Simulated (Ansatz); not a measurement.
Crystals of one structure type (wurtzite) and one family of elements, relaxed and computed with the program Ansatz at the r²SCAN level (PAW).

```json
[
 {"crystal": "ZnO", "V (Å³/atom)": "11.81", "B₀ by P(V) fit (GPa)": "150"},
 {"crystal": "CdS", "V (Å³/atom)": "25.40", "B₀ by P(V) fit (GPa)": "60.3"},
 {"crystal": "CdSe", "V (Å³/atom)": "28.87", "B₀ by P(V) fit (GPa)": "?"},
 {"crystal": "CdTe", "V (Å³/atom)": "35.28", "B₀ by P(V) fit (GPa)": "40.1"}
]
```

Problem. Fit a straight line to ln B₀ against ln V and predict the withheld value.

Solution. Least squares on the 3 shown rows: ln B₀ = -1.20 × ln V + (7.974), with a scatter of 1 %. For CdSe this gives 51.3. The run itself gave 51.4, within the scatter.

Not the usual ambient phase: CdTe, wurtzite. All cells were relaxed under the symmetry of their starts (and spin orders); stability against distortions was not tested throughout. Scalar-relativistic: spin–orbit coupling is off unless named, which matters more the heavier the elements.

Potentials: the later of the program's two PAW sets.
